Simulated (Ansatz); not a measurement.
A geometry of Sn away from equilibrium: the start of the relaxation of a relaxed Sn cell, doubled along one cell vector, shaken by Gaussian noise of σ = 0.08 Å a coordinate. The numbers are results of PBE (plane waves to 420 eV, PAW, scalar-relativistic; Ansatz, a quantum-chemistry and plane-wave program), not measurements. Γ-centred k-mesh 11×6×11 on the run's cell (coarser than for final values), Fermi–Dirac smearing 0.05 eV.

```xyz
2
Lattice="3.0877 0.0000 0.0000 0.0000 6.1755 0.0000 0.0000 0.0000 3.0877" Properties=species:S:1:pos:R:3 pbc="T T T"
Sn    -0.0009     0.0944    -0.0046
Sn    -0.0134     3.0500     0.2145
```

Task: What forces act on the atoms (eV/Å)?

Result: 
| atom | Fx | Fy | Fz |
|---|---|---|---|
| Sn1 | 0.00 | -0.38 | -0.02 |
| Sn2 | 0.00 | 0.38 | 0.02 |

Task: What is the pressure?

Result: +0.4 GPa, compression positive.

Task: How much energy per atom can still be gained by relaxing?

Result: 0.06 eV/atom; the path ends in P6/mmm (No. 191) (AFLOW prototype A_hP1_191_a (A_f, as in Sn)).

No spin polarisation in the result.

The run could not lose the symmetry of its start, so the end can be a saddle point.

The end of the path is a generated cell of Sn: the first start was made by placing the elements on the sites of a structure type, and the end was not matched to a known phase here, so it may be hypothetical. Known forms of Sn include space group No. 141, 227.
